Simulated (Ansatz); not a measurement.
SiNi2:
```xyz
6
Lattice="3.8695 0.0000 0.0000 -1.9348 3.3511 0.0000 0.0000 0.0000 4.9266" Properties=species:S:1:pos:R:3 pbc="T T T"
Si     1.9348     1.1170     1.2316
Si     0.0000     2.2341     3.6949
Ni     0.0000     2.2341     1.2316
Ni     1.9348     1.1170     3.6949
Ni     0.0000     0.0000     2.4633
Ni     0.0000     0.0000     0.0000
```

Relaxed with r²SCAN. Special points in fractions of this cell's reciprocal vectors: Γ (0.000, 0.000, 0.000); M (0.500, 0.000, 0.000); K (0.333, 0.333, 0.000); A (0.000, 0.000, 0.500); L (0.500, 0.000, 0.500); H (0.333, 0.333, 0.500).

Task: List the band energies nearest the Fermi level at these points for plane-wave PAW r²SCAN (Ansatz code).

Result: In eV from the Fermi level; about four levels below and three above (degenerate sets whole), none deeper than 8.9 eV; points with the same levels are listed once.

```tsv
k	below	above
Γ	-1.43 -1.43 -1.27 -0.65 -0.65	0.12 2.85 2.85
M	-1.27 -1.09 -0.70 -0.60	1.37 1.92 3.21
K	-1.67 -1.67 -1.28 -1.28 -0.61	0.52 0.52 1.69 1.69
A	-1.31 -1.31 -1.31 -1.31	2.50 2.50 3.47 3.47 3.47 3.47
L	-1.32 -1.32 -0.95 -0.95	1.00 1.00 3.17 3.17
H	-1.22 -1.22 -0.21 -0.21	5.81 5.81 6.59 6.59
```

Space group P6_3/mmc. The workflow started from a Materials Project entry (that database holds measured and hypothetical structures alike); the Crystallography Open Database files this formula in space group No. 194, but the cells were not matched. Its standing as an ambient phase is unchecked. The cell was relaxed with r²SCAN under the symmetry of its start; whether a distortion lowers the energy is not shown. No spin polarisation was allowed.

Potentials: the later of the program's two PAW sets.
